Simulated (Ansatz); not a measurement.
# Zr2N: zone-centre modes under pressure

Zr2N, P4_2/mnm, a = 5.332 Å, c = 3.252 Å. The structure is a Materials Project entry; whether it is the stable form wasn't checked. Ansatz: LDA, PAW, 420 eV, Γ-centred 8×8×12 mesh on 6 atoms, Fermi-Dirac smearing 0.15 eV; no spin polarisation. Cell and atoms are relaxed at each pressure with the symmetry kept; optical modes at Γ by linear response, in cm⁻¹, matched by rank (the highest 3 distinct ones).

| P (GPa) | V (Å³/atom) | ω1 | ω2 | ω3 |
| --- | --- | --- | --- | --- |
| 0 | 15.406 | 533.0 | 545.0 | 557.4 |
| 3 | 15.179 | ? | ? | ? |
| 10 | 14.707 | 571.5 | 597.4 | 598.4 |

Q: Get each mode's Grüneisen parameter γ = −d ln ω/d ln V from the other rows and predict the missing frequencies.

A: ln(V/V0) = 0.0000, -0.0148, -0.0464; a line through ln(ω/ω0) of the 2 known rows gives ω1: γ = 1.503, predicted 545.0, computed 545.3; ω2: γ = 1.978, predicted 561.2, computed 561.7; ω3: γ = 1.530, predicted 570.2, computed 570.5. The worst miss is 0.1 %, or 3 % of the shift under pressure, so a constant γ serves at that level. In a metal these frequencies hang on the mesh and smearing.